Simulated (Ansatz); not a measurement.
Zn$_{2}$InGaO$_{5}$:
```
CELL_PARAMETERS angstrom
      3.29969     0.00000     0.00000
     -1.64985     2.85762     0.00000
      0.00000     0.00000    22.37348
ATOMIC_POSITIONS crystal
  Zn 0.33333 0.66667 0.63567
  Zn 0.66667 0.33333 0.36433
  Zn 0.66667 0.33333 0.13567
  Zn 0.33333 0.66667 0.86433
  In 0.00000 0.00000 0.50000
  In 0.00000 0.00000 0.00000
  Ga 0.00000 0.00000 0.75000
  Ga 0.00000 0.00000 0.25000
  O  0.33333 0.66667 0.54819
  O  0.66667 0.33333 0.45181
  O  0.66667 0.33333 0.04819
  O  0.33333 0.66667 0.95181
  O  0.00000 0.00000 0.66229
  O  0.00000 0.00000 0.33771
  O  0.00000 0.00000 0.16229
  O  0.00000 0.00000 0.83771
  O  0.33333 0.66667 0.75000
  O  0.66667 0.33333 0.25000
```

Relaxed with r²SCAN. Special points in fractions of this cell's reciprocal vectors: Γ (0.000, 0.000, 0.000); M (0.500, 0.000, 0.000); K (0.333, 0.333, 0.000); A (0.000, 0.000, 0.500); L (0.500, 0.000, 0.500); H (0.333, 0.333, 0.500).

Q: List the band energies nearest the valence-band maximum at these points for plane-wave PAW r²SCAN (Ansatz code).

A: In eV from the valence-band maximum; about four levels below and three above (degenerate sets whole), none deeper than 8.9 eV; points with the same levels are listed once.

```tsv
k	below	above
Γ	-0.01 -0.01 0.00 0.00	1.82 2.71 2.93
M	-0.51 -0.48 -0.35 -0.33	6.15 6.31 6.34
K	-0.78 -0.78 -0.28 -0.28	7.44 7.44 8.48
A	0.00 0.00 0.00 0.00	2.13 2.13 3.62 3.62
L	-0.48 -0.48 -0.34 -0.34	6.20 6.20 6.44 6.44
H	-0.79 -0.79 -0.28 -0.28	7.44 7.44 8.52 8.52
```

Space group P6_3/mmc. The workflow started from a Materials Project entry (that database holds measured and hypothetical structures alike); the Crystallography Open Database copy checked does not list it. Its standing as an ambient phase is unchecked. The r²SCAN relaxation kept the symmetry of its start; its stability against distortions is not shown here. Spin–orbit coupling is left out wherever it is not named.

Potentials: the later of the program's two PAW sets.
